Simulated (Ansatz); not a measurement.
# What DFT gives for Al$_{2}$H$_{5}$

```
Al H
1.0
     2.20073    3.77820   -0.06198
    -2.28987    3.82966    0.00969
    -0.03377   -2.56270    3.97345
Al H
2 5
Direct
  0.00439 0.00319 0.99920
  0.50213 0.50930 0.50562
  0.89516 0.61800 0.76577
  0.24728 0.87822 0.74426
  0.61098 0.24362 0.75151
  0.76413 0.11550 0.26387
  0.38971 0.73534 0.24355
```

The numbers come from plane-wave PAW DFT (Ansatz): PBE, no spin polarisation, 420 eV, 5×5×5 (shifted by 0, 0.5, 0 steps) k points, fermi-dirac occupations (width 0.1 eV). Nothing was relaxed. The cell carries a charge of +1 e on a uniform background.

Electronic structure: The gap on the k mesh is 0.27 eV; the mesh may miss the band edges, so the true gap of this level can be smaller.
Forces: The largest is on Al1: 1.94 eV/Å, components (0.59, -1.64, -0.85). It makes 92° with the line to a nearest neighbour, H5 at 1.70 Å.
Band edges: Within 0.7 eV of the edges, the states project mainly on H s (78 %) and Al p (18 %) below the gap and on Al s (36 %), Al p (36 %) and H s (27 %) above it.

Origin: a cell with a point defect, so it need not be a known compound. Caveats: an odd or shifted mesh can miss the band edges, so this level's true gap may be smaller; atoms or cell far from equilibrium; charged cell with a uniform background; the gap is not wide against the smearing.
